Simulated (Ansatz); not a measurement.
Na started on a Sr site next to an O vacancy in cubic perovskite SrTiO3, 39 atoms, charge +1

Method: Ansatz 0.2.0, DFT, PBEsol, PAW, plane waves.

The input as it was run:

```yaml
crystal:
  lattice:
    - [7.782821, 0.000000, 0.000000]
    - [0.000000, 7.782821, 0.000000]
    - [0.000000, 0.000000, 7.782821]
  atoms:
    - { symbol: Sr, position: [0.000476, 0.995787, 0.998931] }
    - { symbol: Sr, position: [0.000126, 0.999833, 0.500376] }
    - { symbol: Sr, position: [0.999437, 0.497158, 0.000495] }
    - { symbol: Sr, position: [0.003177, 0.500685, 0.499459] }
    - { symbol: Sr, position: [0.502774, 0.001712, 0.002469] }
    - { symbol: Sr, position: [0.500380, 0.001409, 0.497498] }
    - { symbol: Sr, position: [0.498934, 0.496355, 0.001582] }
    - { symbol: Na, position: [0.500817, 0.497973, 0.499362] }
    - { symbol: Ti, position: [0.251340, 0.245267, 0.247581] }
    - { symbol: Ti, position: [0.248995, 0.247839, 0.750788] }
    - { symbol: Ti, position: [0.250972, 0.752121, 0.250397] }
    - { symbol: Ti, position: [0.246193, 0.751131, 0.748231] }
    - { symbol: Ti, position: [0.754021, 0.246081, 0.247288] }
    - { symbol: Ti, position: [0.751308, 0.248465, 0.748891] }
    - { symbol: Ti, position: [0.746742, 0.750995, 0.252913] }
    - { symbol: Ti, position: [0.751484, 0.752037, 0.746333] }
    - { symbol: O, position: [0.246361, 0.251003, 0.999563] }
    - { symbol: O, position: [0.247269, 0.753184, 0.999819] }
    - { symbol: O, position: [0.248619, 0.753402, 0.496864] }
    - { symbol: O, position: [0.749825, 0.249342, 0.001230] }
    - { symbol: O, position: [0.749874, 0.248950, 0.496750] }
    - { symbol: O, position: [0.756800, 0.750949, 0.000455] }
    - { symbol: O, position: [0.747790, 0.752507, 0.502622] }
    - { symbol: O, position: [0.002391, 0.250773, 0.255951] }
    - { symbol: O, position: [0.996655, 0.252512, 0.752660] }
    - { symbol: O, position: [0.998581, 0.748968, 0.252007] }
    - { symbol: O, position: [0.999090, 0.749473, 0.751457] }
    - { symbol: O, position: [0.504723, 0.247027, 0.252106] }
    - { symbol: O, position: [0.501198, 0.251262, 0.748992] }
    - { symbol: O, position: [0.497615, 0.747977, 0.247215] }
    - { symbol: O, position: [0.497656, 0.753103, 0.747406] }
    - { symbol: O, position: [0.248243, 0.997047, 0.248380] }
    - { symbol: O, position: [0.251047, 0.993517, 0.750974] }
    - { symbol: O, position: [0.248874, 0.497036, 0.250672] }
    - { symbol: O, position: [0.251398, 0.494410, 0.746977] }
    - { symbol: O, position: [0.754465, 0.997813, 0.247079] }
    - { symbol: O, position: [0.752268, 0.001285, 0.748313] }
    - { symbol: O, position: [0.746384, 0.499670, 0.249677] }
    - { symbol: O, position: [0.748037, 0.500678, 0.750313] }
  symmetry: { detect: false }
kpoints:
  mp_grid: { grid: [1, 1, 1], shift: [0.25, 0.25, 0.25] }
hamiltonian:
  xc: pbesol
total_charge: 1
scf:
  occupations: { method: fermi_dirac, width: 0.01 }
relax:
  f_tol: 0.03
  max_steps: 80
  escape_saddle: false
  adjacent_minimum: "off"
output:
  forces: true
  eigenvalues: true
  populations: true
  charged_corrections: { epsilon: 300 }
```

Started with:

```sh
ansatz run in.yaml --threads 2 --pin off --max-ram 30400MiB --runs-dir r --events-out ev --progress --plain --backend cuda --devices 0, --max-vram 18GiB
```

Output (machine lines and repeated set-up lines are left out; […] marks rows cut from tables):

```
Pseudopotentials: kind: paw
Functional definition: PBEsol
  exchange = pbesol_x
  correlation = pbesol_c
Crystal: 39 atoms, lattice volume = 471.423 Å³
Basis set: ecut = 420 eV, 9171 PW (Γ), exchange–correlation on 108×108×108 points (8 copies of the dense FFT grid, shifted against one another)
Bands: 195, of which v1, the nominal top of the filled ones, is band 156 counted from 1 (155 counted from 0)
Symmetry: 1 space group operations
k-points: 1
Non-local potential: Sr, projectors of the file, l = 0: 3, l = 1: 2, l = 2: 2
Non-local potential: Na, projectors of the file, l = 0: 3, l = 1: 2, l = 2: 1
Non-local potential: Ti, projectors of the file, l = 0: 3, l = 1: 2, l = 2: 3, l = 3: 1
Non-local potential: O, projectors of the file, l = 0: 2, l = 1: 2, l = 2: 1
PAW form: soft (Blöchl's): semilocal exchange-correlation on the pseudo side does not see the compensation charge
PAW frozen core: Sr, regenerated for the run's functional, and the local potential with it (the file was generated under x = pbe(κ = 0.804, μ = 0.2195149727645171), c = pbe(β = 0.06672455060314922))
PAW frozen core: Na, regenerated for the run's functional, and the local potential with it (the file was generated under x = pbe(κ = 0.804, μ = 0.2195149727645171), c = pbe(β = 0.06672455060314922))
PAW frozen core: Ti, regenerated for the run's functional, and the local potential with it (the file was generated under x = pbe(κ = 0.804, μ = 0.2195149727645171), c = pbe(β = 0.06672455060314922))
PAW frozen core: O, regenerated for the run's functional, and the local potential with it (the file was generated under x = pbe(κ = 0.804, μ = 0.2195149727645171), c = pbe(β = 0.06672455060314922))
PAW one-centre angular grid: Sr, 110 points (default); XC on 64 Gauss nodes
PAW one-centre angular grid: Na, 110 points (default); XC on 64 Gauss nodes
PAW one-centre angular grid: Ti, 590 points (default); XC on 64 Gauss nodes
PAW one-centre angular grid: O, 110 points (default); XC on 64 Gauss nodes
Initial density: superposition of atomic densities (neutral atoms scaled as one to the charged cell's electrons: chi_scale 0, normalization atom), corrected by the library's trained network
Initial wavefunctions: pseudopotential atomic-orbital guess
Functional: x = pbesol(κ = 0.804, μ = 0.12345679012345678), c = pbesol(β = 0.046)
SCF iter   1: F=—  HF=-58685.632279 eV  |F-HF|=—  |Δ(HF+E_count)|=         —  Δρ=1.76e-2  dr2=2.46e0  ethr=1.77e-3  ⟨swp⟩=7.0  Hψ=861  notcnv=0  defer=5
preconditioner: auto → Resta (q_TF=auto, 2.547 Å⁻¹)  ε∞=5.7  [insulator: Δε(μ)=1.454 eV  Ē_g=11.970 eV  σ=0.010 eV  W_gap=1.00  n_scr=122 (ndim 8)  ℏωp=26.0 eV  f_vac=0.004  D(μ)=0.00/eV (n_scr^D=0)  ε∞_Penn≈5.7]
SCF iter   2: F=—  HF=-58685.248043 eV  |F-HF|=—  |Δ(HF+E_count)|=   3.84e-1  Δρ=8.24e-3  dr2=8.33e-1  ethr=7.90e-4  ⟨swp⟩=2.0  Hψ=234  notcnv=0  defer=30
SCF iter   3: F=—  HF=-58685.051446 eV  |F-HF|=—  |Δ(HF+E_count)|=   1.97e-1  Δρ=2.99e-3  dr2=6.86e-2  ethr=2.67e-4  ⟨swp⟩=3.0  Hψ=329  notcnv=0  defer=30
SCF iter   4: F=—  HF=-58685.037815 eV  |F-HF|=—  |Δ(HF+E_count)|=   1.36e-2  Δρ=6.78e-4  dr2=3.80e-3  ethr=2.20e-5  ⟨swp⟩=3.0  Hψ=271  notcnv=0  defer=30
SCF iter   5: F=—  HF=-58685.035824 eV  |F-HF|=—  |Δ(HF+E_count)|=   1.99e-3  Δρ=1.69e-4  dr2=1.91e-4  ethr=1.22e-6  ⟨swp⟩=2.0  Hψ=381  notcnv=0  defer=30
SCF iter   6: F=-58685.035843 eV  HF=-58685.035845 eV  |F-HF|=2.32e-6  |Δ(HF+E_count)|=   2.04e-5  Δρ=5.17e-5  dr2=1.19e-5  ethr=7.21e-9  ⟨swp⟩=13.0  Hψ=1256  notcnv=0
SCF 1 converged in 6 iterations: F = -58685.035843 eV  dr2 = 1.19e-5
  greatest PAW one-centre occupation: 0.999 electrons in one spin orbital (limit 2), on the Na atom at site 7 (counted from 0), in its partial waves of l = 0
relax step   1: F+E_penalty+E_count = -58685.03584259 eV  Δ(F+E_penalty+E_count) = +0.000e0 eV  max|allowed force component| = 4.087e0 eV/Å  Δτ_max = 0.0000 Å  (6 SCF iters, dr2 threshold 2.25e-5 eV, accepted)
Initial density: handed on by an earlier stage of this run
Initial wavefunctions: those handed on with the density
iter 1 solved again at ethr=6.27e-4 eV; its pass at ethr=3.10e-3 eV (dr2=1.96e0 eV) is discarded
SCF iter   1: F=—  HF=-58687.443732 eV  |F-HF|=—  |Δ(HF+E_count)|=         —  Δρ=1.45e-2  dr2=1.95e0  ethr=6.27e-4  ⟨swp⟩=1.0  Hψ=684  notcnv=0  defer=32
preconditioner: auto → Resta (q_TF=auto, 2.547 Å⁻¹)  ε∞=5.5  [insulator: Δε(μ)=2.447 eV  Ē_g=12.263 eV  σ=0.010 eV  W_gap=1.00  n_scr=122 (ndim 8)  ℏωp=26.0 eV  f_vac=0.016  D(μ)=0.00/eV (n_scr^D=0)  ε∞_Penn≈5.5]
SCF iter   2: F=—  HF=-58687.052979 eV  |F-HF|=—  |Δ(HF+E_count)|=   3.91e-1  Δρ=7.10e-3  dr2=4.29e-1  ethr=6.25e-4  ⟨swp⟩=3.0  Hψ=265  notcnv=0  defer=32
[…]
SCF 2 converged in 8 iterations: F = -58686.920583 eV  dr2 = 3.80e-5
relax step   2: F+E_penalty+E_count = -58686.92058259 eV  Δ(F+E_penalty+E_count) = -1.885e0 eV  max|allowed force component| = 1.475e0 eV/Å  Δτ_max = 0.1950 Å  (8 SCF iters, dr2 threshold 1.00e-4 eV, accepted)
[…]
preconditioner: auto → Resta (q_TF=auto, 2.547 Å⁻¹)  ε∞=5.5  [insulator: Δε(μ)=2.481 eV  Ē_g=12.236 eV  σ=0.010 eV  W_gap=1.00  n_scr=122 (ndim 8)  ℏωp=26.0 eV  f_vac=0.018  D(μ)=0.00/eV (n_scr^D=0)  ε∞_Penn≈5.5]
relax step   3: F+E_penalty+E_count = -58687.23853384 eV  Δ(F+E_penalty+E_count) = -3.180e-1 eV  max|allowed force component| = 8.727e-1 eV/Å  Δτ_max = 0.1218 Å  (7 SCF iters, dr2 threshold 1.00e-4 eV, accepted)
preconditioner: auto → Resta (q_TF=auto, 2.547 Å⁻¹)  ε∞=5.5  [insulator: Δε(μ)=2.489 eV  Ē_g=12.217 eV  σ=0.010 eV  W_gap=1.00  n_scr=122 (ndim 8)  ℏωp=26.0 eV  f_vac=0.016  D(μ)=0.00/eV (n_scr^D=0)  ε∞_Penn≈5.5]
relax step   4: F+E_penalty+E_count = -58687.31506602 eV  Δ(F+E_penalty+E_count) = -7.653e-2 eV  max|allowed force component| = 3.696e-1 eV/Å  Δτ_max = 0.0431 Å  (6 SCF iters, dr2 threshold 9.92e-5 eV, accepted)
preconditioner: auto → Resta (q_TF=auto, 2.547 Å⁻¹)  ε∞=5.6  [insulator: Δε(μ)=2.542 eV  Ē_g=12.209 eV  σ=0.010 eV  W_gap=1.00  n_scr=122 (ndim 8)  ℏωp=26.0 eV  f_vac=0.016  D(μ)=0.00/eV (n_scr^D=0)  ε∞_Penn≈5.6]
relax step   5: F+E_penalty+E_count = -58687.36287250 eV  Δ(F+E_penalty+E_count) = -4.781e-2 eV  max|allowed force component| = 2.285e-1 eV/Å  Δτ_max = 0.0943 Å  (7 SCF iters, dr2 threshold 2.45e-5 eV, accepted)
preconditioner: auto → Resta (q_TF=auto, 2.547 Å⁻¹)  ε∞=5.6  [insulator: Δε(μ)=2.560 eV  Ē_g=12.189 eV  σ=0.010 eV  W_gap=1.00  n_scr=122 (ndim 8)  ℏωp=26.0 eV  f_vac=0.016  D(μ)=0.00/eV (n_scr^D=0)  ε∞_Penn≈5.6]
relax step   6: F+E_penalty+E_count = -58687.37642573 eV  Δ(F+E_penalty+E_count) = -1.355e-2 eV  max|allowed force component| = 1.909e-1 eV/Å  Δτ_max = 0.0679 Å  (6 SCF iters, dr2 threshold 9.36e-6 eV, accepted)
preconditioner: auto → Resta (q_TF=auto, 2.547 Å⁻¹)  ε∞=5.6  [insulator: Δε(μ)=2.576 eV  Ē_g=12.187 eV  σ=0.010 eV  W_gap=1.00  n_scr=122 (ndim 8)  ℏωp=26.0 eV  f_vac=0.017  D(μ)=0.00/eV (n_scr^D=0)  ε∞_Penn≈5.6]
relax step   7: F+E_penalty+E_count = -58687.39193110 eV  Δ(F+E_penalty+E_count) = -1.551e-2 eV  max|allowed force component| = 1.512e-1 eV/Å  Δτ_max = 0.0295 Å  (6 SCF iters, dr2 threshold 1.39e-5 eV, accepted)
preconditioner: auto → Resta (q_TF=auto, 2.547 Å⁻¹)  ε∞=5.5  [insulator: Δε(μ)=2.645 eV  Ē_g=12.230 eV  σ=0.010 eV  W_gap=1.00  n_scr=122 (ndim 8)  ℏωp=26.0 eV  f_vac=0.019  D(μ)=0.00/eV (n_scr^D=0)  ε∞_Penn≈5.5]
relax step   8: F+E_penalty+E_count = -58687.36565679 eV  Δ(F+E_penalty+E_count) = +2.627e-2 eV  max|allowed force component| = 3.872e-1 eV/Å  Δτ_max = 0.1141 Å  (8 SCF iters, dr2 threshold 1.43e-5 eV, rejected (line search))
preconditioner: auto → Resta (q_TF=auto, 2.547 Å⁻¹)  ε∞=5.5  [insulator: Δε(μ)=2.641 eV  Ē_g=12.256 eV  σ=0.010 eV  W_gap=1.00  n_scr=122 (ndim 8)  ℏωp=26.0 eV  f_vac=0.017  D(μ)=0.00/eV (n_scr^D=0)  ε∞_Penn≈5.5]
relax step   9: F+E_penalty+E_count = -58687.42075544 eV  Δ(F+E_penalty+E_count) = -2.882e-2 eV  max|allowed force component| = 1.276e-1 eV/Å  Δτ_max = 0.0571 Å  (11 SCF iters, accepted)
preconditioner: auto → Resta (q_TF=auto, 2.547 Å⁻¹)  ε∞=5.5  [insulator: Δε(μ)=2.543 eV  Ē_g=12.257 eV  σ=0.010 eV  W_gap=1.00  n_scr=122 (ndim 8)  ℏωp=26.0 eV  f_vac=0.017  D(μ)=0.00/eV (n_scr^D=0)  ε∞_Penn≈5.5]
relax step  10: F+E_penalty+E_count = -58687.32942762 eV  Δ(F+E_penalty+E_count) = +9.133e-2 eV  max|allowed force component| = 1.053e0 eV/Å  Δτ_max = 0.1000 Å  (8 SCF iters, dr2 threshold 1.02e-5 eV, rejected (line search))
preconditioner: auto → Resta (q_TF=auto, 2.547 Å⁻¹)  ε∞=5.5  [insulator: Δε(μ)=2.608 eV  Ē_g=12.254 eV  σ=0.010 eV  W_gap=1.00  n_scr=122 (ndim 8)  ℏωp=26.0 eV  f_vac=0.017  D(μ)=0.00/eV (n_scr^D=0)  ε∞_Penn≈5.5]
[…]
SCF iter  10: F=-58687.431327 eV  HF=-58687.431327 eV  |F-HF|=6.66e-9  |Δ(HF+E_count)|=   6.25e-8  Δρ=3.69e-6  dr2=8.26e-8  ethr=3.21e-11  ⟨swp⟩=14.0  Hψ=890  notcnv=0
SCF 11 converged in 10 iterations: F = -58687.431327 eV  dr2 = 8.26e-8
relax step  11: F+E_penalty+E_count = -58687.43132719 eV  Δ(F+E_penalty+E_count) = -1.057e-2 eV  max|allowed force component| = 3.860e-2 eV/Å  Δτ_max = 0.0500 Å  (10 SCF iters, accepted)
SCF iter   1: F=—  HF=-58687.431864 eV  |F-HF|=—  |Δ(HF+E_count)|=         —  Δρ=9.74e-4  dr2=3.10e-3  ethr=3.84e-5  ⟨swp⟩=3.0  Hψ=309  notcnv=0  defer=32
preconditioner: auto → Resta (q_TF=auto, 2.547 Å⁻¹)  ε∞=5.5  [insulator: Δε(μ)=2.678 eV  Ē_g=12.254 eV  σ=0.010 eV  W_gap=1.00  n_scr=122 (ndim 8)  ℏωp=26.0 eV  f_vac=0.017  D(μ)=0.00/eV (n_scr^D=0)  ε∞_Penn≈5.5]
SCF iter   2: F=—  HF=-58687.431462 eV  |F-HF|=—  |Δ(HF+E_count)|=   4.03e-4  Δρ=5.35e-4  dr2=9.99e-4  ethr=9.92e-7  ⟨swp⟩=2.0  Hψ=300  notcnv=0  defer=32
SCF iter   3: F=—  HF=-58687.432284 eV  |F-HF|=—  |Δ(HF+E_count)|=   8.23e-4  Δρ=3.96e-4  dr2=7.82e-4  ethr=3.20e-7  ⟨swp⟩=2.0  Hψ=325  notcnv=0  defer=32
SCF iter   4: F=—  HF=-58687.432779 eV  |F-HF|=—  |Δ(HF+E_count)|=   4.95e-4  Δρ=6.50e-5  dr2=1.99e-5  ethr=2.51e-7  ⟨swp⟩=2.0  Hψ=239  notcnv=0  defer=32
SCF iter   5: F=—  HF=-58687.431681 eV  |F-HF|=—  |Δ(HF+E_count)|=   1.10e-3  Δρ=3.69e-5  dr2=5.81e-6  ethr=6.37e-9  ⟨swp⟩=2.0  Hψ=319  notcnv=0  defer=32
SCF iter   6: F=—  HF=-58687.431681 eV  |F-HF|=—  |Δ(HF+E_count)|=   4.17e-8  Δρ=1.48e-5  dr2=1.07e-6  ethr=1.86e-9  ⟨swp⟩=2.0  Hψ=271  notcnv=0  defer=32
SCF iter   7: F=—  HF=-58687.431681 eV  |F-HF|=—  |Δ(HF+E_count)|=   8.52e-8  Δρ=6.27e-6  dr2=2.06e-7  ethr=3.43e-10  ⟨swp⟩=2.0  Hψ=257  notcnv=0  defer=32
SCF iter   8: F=-58687.431682 eV  HF=-58687.431682 eV  |F-HF|=1.63e-8  |Δ(HF+E_count)|=   4.84e-8  Δρ=3.21e-6  dr2=5.78e-8  ethr=3.21e-11  ⟨swp⟩=12.0  Hψ=840  notcnv=0
SCF 12 converged in 8 iterations: F = -58687.431682 eV  dr2 = 5.78e-8
relax step  12: F+E_penalty+E_count = -58687.43168150 eV  Δ(F+E_penalty+E_count) = -3.543e-4 eV  max|allowed force component| = 2.297e-2 eV/Å  Δτ_max = 0.0152 Å  (8 SCF iters, accepted)
SCF converged after 8 iterations
Free energy (F): -58687.431682 eV
Harris-Foulkes:  -58687.431682 eV  (|F-HF|=1.63e-8)
Internal energy: -58687.431682 eV  (E = F + TS)
E sigma→0 (E₀):  -58687.431682 eV
Fermi energy:    10.462907 eV
--- Per-component energies (eV) ---
  E_band       = -1924.845604
  E_kinetic    = 8049.401317
  E_local      = -20021.128987  (includes V_loc(G=0)·N_el)
  E_nonlocal   = 2676.660435
  E_hartree    = 7089.687678
  E_xc         = -3708.783096
  E_vxc        = -4329.166427  (∫ρ·V_xc dr)
  E_paw        = -30425.471700  (= ΣΔE_a)
  E_vpaw       = -2480.044739  (= ΣTr[D̂ρ^β])
  E_aug_tail   = 0.056878  (compensation charges beyond the density's cutoff)
  E_ewald      = -22350.776030
  E_core_change = 2.921822  (= ΣΔE_core)
  E_smearing   = -0.000000  (= −TS)
  E_closure    = 0.000000  (closes the sum)
  E_deformation_potential = 19.962711  (in the stress; not in F)
  Σ components = -58687.431682   (vs F -58687.431682, Δ=0.00e0)
--- Forces (eV/Å), atoms counted from 1 ---
  atom   1  Sr    -0.00710990    -0.00015291     0.00374974
  atom   2  Sr    -0.00364301    -0.00114240    -0.00084649
  atom   3  Sr     0.00830453    -0.00241222    -0.01041859
  atom   4  Sr    -0.01103134     0.00301960     0.01037517
  atom   5  Sr     0.00635154     0.00145160    -0.00687014
  atom   6  Sr    -0.00223873     0.00445777     0.00944028
  atom   7  Sr    -0.00650383    -0.00062111     0.00032292
  atom   8  Na    -0.00081027     0.00402207     0.00526391
  atom   9  Ti     0.00523449    -0.00029933    -0.00830804
  atom  10  Ti     0.00209929     0.00013216    -0.02170156
  atom  11  Ti     0.00868604    -0.00643474    -0.00403322
  atom  12  Ti     0.00483064    -0.00232159     0.00108739
  atom  13  Ti    -0.00316490    -0.01010304    -0.00964454
  atom  14  Ti    -0.00116734     0.00328327    -0.00629456
  atom  15  Ti     0.00196858     0.00275186    -0.00689812
  atom  16  Ti    -0.00875034    -0.00965377    -0.02297285
  atom  17  O     -0.00766337    -0.01080843     0.01622798
  atom  18  O      0.00308586     0.00746285     0.00049139
  atom  19  O     -0.00310593     0.00411106    -0.00486410
  atom  20  O     -0.00716385    -0.00148728     0.00894951
  atom  21  O      0.00071365    -0.00131702    -0.00403371
  atom  22  O      0.00336066    -0.00114940     0.01327832
  atom  23  O      0.00061475     0.00018298    -0.00275687
  atom  24  O      0.00993092     0.00389906     0.01037643
  atom  25  O     -0.00111560     0.00704451    -0.00101291
  atom  26  O     -0.00151022     0.00071162     0.00154464
  atom  27  O     -0.00354364    -0.00071343     0.00745228
  atom  28  O     -0.00000961     0.00351724     0.01113322
  atom  29  O      0.00742791     0.00577095    -0.00114258
  atom  30  O      0.00168752     0.00082831    -0.00354318
  atom  31  O     -0.00293983    -0.00338941     0.00606355
  atom  32  O      0.00560695     0.00608249     0.00991146
  atom  33  O     -0.00591022    -0.00367316    -0.00387231
  atom  34  O      0.00482917    -0.00948796     0.01891498
  atom  35  O      0.00780083    -0.00156024    -0.00214541
  atom  36  O     -0.00485468     0.00408695    -0.00357303
  atom  37  O     -0.00091340     0.00265855    -0.00005380
  atom  38  O      0.00512381     0.00365179    -0.01142503
  atom  39  O     -0.00449194    -0.00227831     0.00182720
  max |Σ_I F_I| component: 1.21e-4 eV/Å
--- Charged-cell corrections in eV (Makov–Payne, q = +1.000 e, ε = 300.000) ---
  F (periodic)     = -58687.431682  (uncorrected; the corrections below are reported, never added to it)
  E_corr1          = +0.008749  (monopole, q²α_M/2εL)
  F Makov-Payne    = -58687.422932  (F + E_corr1; no measured alignment; for a localised charge, not one spread in a band: unchecked)
--- Band table (eV) ---
  k-point 0: bands = ["-46.8584", "-46.8373", "-46.7411", "-46.7390", "-46.7196", "-46.7191", "-46.6526", "-46.6410", "-40.2232", "-23.5388", "-23.4352", "-23.2698", "-23.2676", "-23.2433", "-23.2410", "-23.2152", "-23.1903", "-23.1843", "-23.1766", "-23.1636", "-23.1491", "-23.1484", "-23.1426", "-23.1380", "-23.1288", "-23.1278", "-23.1250", "-23.1154", "-23.0942", "-23.0871", "-23.0746", "-23.0 …
--- Relaxed structure (12 steps of the walk, 10 accepted, 0 SCFs on fresh bases) ---
  F+E_penalty+E_count = -58687.43168150 eV   max|allowed force component| = 2.297e-2 eV/Å
  atoms:
    - { symbol: Sr, position: [-0.01583893561382032, 0.9835710863136646, 0.9974014237765116] }
    - { symbol: Sr, position: [-0.006985297568058265, 0.9922911400658638, 0.4975442991599067] }
    - { symbol: Sr, position: [0.9897802773612666, 0.5062191110335035, -0.002656974683737022] }
    - { symbol: Sr, position: [-0.014373148852743363, 0.5073147510750321, 0.4979977919859486] }
    - { symbol: Sr, position: [0.5064434166253867, -0.010809622451650637, -0.0030515363363787297] }
    - { symbol: Sr, position: [0.5080228213517246, -0.015445091717112561, 0.49761588651121513] }
    - { symbol: Sr, position: [0.5062273194574693, 0.5055451196022942, -0.0037492853392376373] }
    - { symbol: Na, position: [0.5148517240201936, 0.5136040240488144, 0.4899329531995714] }
    - { symbol: Ti, position: [0.2436145338748982, 0.24314018954975772, 0.23205949923054686] }
    - { symbol: Ti, position: [0.24356621350037472, 0.2430130837543776, 0.7684330127340852] }
    - { symbol: Ti, position: [0.2481766434788353, 0.7410183261076214, 0.24715709434528446] }
    - { symbol: Ti, position: [0.24863375180784442, 0.7406627624105363, 0.7391491196448288] }
    - { symbol: Ti, position: [0.7416140151713807, 0.24769718518229805, 0.24743593504001332] }
    - { symbol: Ti, position: [0.7412211933856577, 0.2479313832478715, 0.7394511264262841] }
    - { symbol: Ti, position: [0.7444981465084253, 0.7439821388134216, 0.24890956008723503] }
    - { symbol: Ti, position: [0.7448583697565817, 0.7441441106931725, 0.7457441011490822] }
    - { symbol: O, position: [0.2207041509035107, 0.22042512925252258, 1.0006942791942048] }
    - { symbol: O, position: [0.2568746724653615, 0.7703260857513572, 1.00341199359845] }
    - { symbol: O, position: [0.24797995182098304, 0.7342406035299386, 0.5014476042124026] }
    - { symbol: O, position: [0.7714377028250584, 0.2565898047481846, 0.003631432205783443] }
    - { symbol: O, position: [0.7347950755276547, 0.24698882346442172, 0.5016948770241318] }
    - { symbol: O, position: [0.7488858000946695, 0.7480231136364146, 0.0015994446890838544] }
    - { symbol: O, position: [0.7576469056637616, 0.7572112149606914, 0.5018864287272187] }
    - { symbol: O, position: [0.012151722758896307, 0.2563874577080704, 0.2889348727958732] }
    - { symbol: O, position: [1.0106961241708903, 0.25380715856676755, 0.7159555914623973] }
    - { symbol: O, position: [1.004265117059766, 0.753319903473163, 0.24722126616731388] }
    - { symbol: O, position: [1.0046236263827553, 0.7540054365339649, 0.7567664529743292] }
    - { symbol: O, position: [0.49704557681443257, 0.2520859996125461, 0.24159367630620732] }
    - { symbol: O, position: [0.4962401642808866, 0.25181267606601865, 0.7630770432975833] }
    - { symbol: O, position: [0.5030142091711788, 0.7566646408200176, 0.25197204431217696] }
    - { symbol: O, position: [0.5027063924819292, 0.755458272263756, 0.7524996911527971] }
    - { symbol: O, position: [0.2561791171886175, 1.0114883448216923, 0.28858054016264184] }
    - { symbol: O, position: [0.25616456387635067, 1.010041090172491, 0.7162149433872215] }
    - { symbol: O, position: [0.25342640635518854, 0.49653003890099956, 0.24124180087607305] }
    - { symbol: O, position: [0.25109389902227036, 0.4955461028896453, 0.7625068041059889] }
    - { symbol: O, position: [0.7548223864808471, 1.0036505262866666, 0.24728199361443512] }
    - { symbol: O, position: [0.7534809524897534, 0.0038699900288738476, 0.7574014486186955] }
    - { symbol: O, position: [0.7563592927998598, 0.5023746623842158, 0.2526082952352044] }
    - { symbol: O, position: [0.7574341450999592, 0.5020092263981122, 0.7524794689486243] }
--- Löwdin populations: 39 sites ---
  site symbol       q [e]
     0     Sr      8.2700
     1     Sr      8.2774
[…]
    37      O      6.8163
    38      O      6.8195
  spilling = 0.007628 (of n_electrons = 312.000000)
```

Total energies depend on the potentials used, so only differences within one code and one set of settings carry meaning.

One k point and one spin start were run, so the state needn't be the lowest, and an added charge can sit in a band of the host.

Time: 64 s of wall time on one NVIDIA H100 with 2 processor threads, on a host shared with other runs; peak host memory 1.2 GiB.
